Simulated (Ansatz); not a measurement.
Below is a relaxed structure of TlPdCl₃. The cell was found from a structure generator's guess, not taken from experiment.

Method: DFT PBE, scalar-relativistic, plane waves, PAW in Ansatz 0.2.0. Cutoff 420 eV, Γ-centred mesh, Gaussian smearing, collinear spin.

```yaml
crystal:
  lattice:
    - [5.35741, 0.00000, 0.00000]
    - [0.00000, 5.35741, 0.00000]
    - [0.00000, 0.00000, 5.35741]
  atoms:
    - { symbol: Tl, position: [0.50000, 0.50000, 0.50000] }
    - { symbol: Pd, position: [0.00000, 0.00000, 0.00000] }
    - { symbol: Cl, position: [0.00000, 0.50000, 0.50000] }
    - { symbol: Cl, position: [0.50000, 0.00000, 0.50000] }
    - { symbol: Cl, position: [0.50000, 0.50000, 0.00000] }
```

The zero of energy is the elements' standard structures at the same level (Cl₂ as a molecule); no fitted shifts are applied.

Question: What space group does it have?

Answer: Pm-3m (No. 221), the cubic perovskite type. Conventional cell: a = 5.357 Å. Tl is surrounded by 6 Cl at 2.68 Å; around Pd lie 12 Cl at 3.79 Å (long contacts); around Cl lie 2 Tl at 2.68 Å, 4 Pd at 3.79 Å and 8 Cl at 3.79 Å.

Question: How far does it lie from the elements in energy?

Answer: −0.01 eV/atom. The formation energy is too near zero to say whether this cell lies below the elements.

Question: Is it a metal?

Answer: Yes, bands cross the Fermi level on the 8×8×8 mesh.

Question: Which magnetic moments does it keep?

Answer: 0.12 μB per atom net, the space between the atoms included; by site: Pd 0.6 μB.

The last run used collinear spin, an 8×8×8 mesh for its 5-atom cell and Gaussian smearing of 0.10 eV. For metals, differences of a few meV/atom aren't resolved. Spin–orbit coupling, which can matter for Tl, is left out. The magnetic state reached may not be the lowest. Symmetry constrained the relaxation, so the result can be a saddle point.
